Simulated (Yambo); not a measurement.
G0W0@PBEsol for CdZnS2 (space group P3m1, No. 156) in Yambo (3×3×2 mesh, 8 Ry block, plasmon pole, screening fixed), without a terminator:

```json
[
 {"bands N in G": "71", "gap Γ → Γ (eV)": "2.413", "shift of the valence edge (eV)": "-0.352"},
 {"bands N in G": "116", "gap Γ → Γ (eV)": "2.444", "shift of the valence edge (eV)": "-0.597"},
 {"bands N in G": "179", "gap Γ → Γ (eV)": "2.485", "shift of the valence edge (eV)": "-0.728"}
]
```

Extrapolate both columns to infinite N with E(N) = E∞ + A/N, test the form, and compare with the terminator.

From two points, E∞ = (N2 E2 − N1 E1)/(N2 − N1). The two largest N give 2.56 eV for the gap and -0.97 eV for the shift; the two smallest give 2.49 eV and -0.98 eV. For the gap the slopes A are -5.7 and -14 eV: the form isn't reached, and its limit is uncertain. For the shift the slopes A are 45 and 43 eV: the 1/N form holds. With the Bruneval-Gonze terminator and 179 bands the run gives 2.53 eV and -0.85 eV, 0.03 eV and 0.12 eV from the extrapolated values: the terminator too is an estimate of the remainder. Block, mesh and the bands in W are held fixed.

Spin-orbit coupling is not included.

Geometry relaxed with PBEsol; primitive cell a = b = 3.936 Å, c = 6.518 Å, α = β = 90.00°, γ = 120.00°.

The structure is a Materials Project entry; no match was found in the copy of COD used, and its stability was not checked.

A shift is the quasiparticle energy of the state minus its PBEsol energy.
